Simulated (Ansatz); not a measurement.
# HfO2: energy along a strain

HfO2, Fm-3m, a = 5.115 Å (as given, not relaxed at this level: -8.4 GPa). This isn't the usual stable structure of the compound. Ansatz: r2SCAN, PAW, 500 eV, Γ-centred 8×8×8 mesh on 3 atoms, Gaussian smearing 0.05 eV; no spin polarisation. Cell vectors (Å): 0.000 2.558 2.558; 2.558 0.000 2.558; 2.558 2.558 0.000. The cell is strained by x per cent times the pattern (1 -1 0 0 0 0) in the order xx yy zz yz xz xy (engineering shears), with fractional coordinates held. y is the free energy over the start, V0 = 11.152 Å³/atom. Symmetry makes y even in x. Points with a strain past 8.5 % were computed too (2) and aren't used here.

| x (%) | y (meV/atom) |
| --- | --- |
| -5.00 | 81.25 |
| 0.00 | 0.00 |
| 1.25 | 5.04 |
| 2.50 | 20.19 |
| 3.75 | 45.54 |
| 6.25 | 127.52 |
| 7.50 | ? |

Task: Fit y = c2 x² + c4 x⁴ to the other rows, get the stiffness along the pattern, and predict the missing energy.

Result: Least squares on the rows shown. y = 3.2239 x² + 0.0010392 x⁴. The clamped-ion stiffness p·C·p = 2 × 32.24 eV × 160.2 / 11.152 Å³ = 926 GPa (second derivative at the start, which stands under stress). At x = 7.50 the fit asked for gives 184.63 meV/atom. The run gave 184.64 meV/atom, so the fit is 0.01 meV/atom too low, a small miss on the scale of the series.

Spin–orbit coupling is left out, which can shift energies with elements as heavy as these.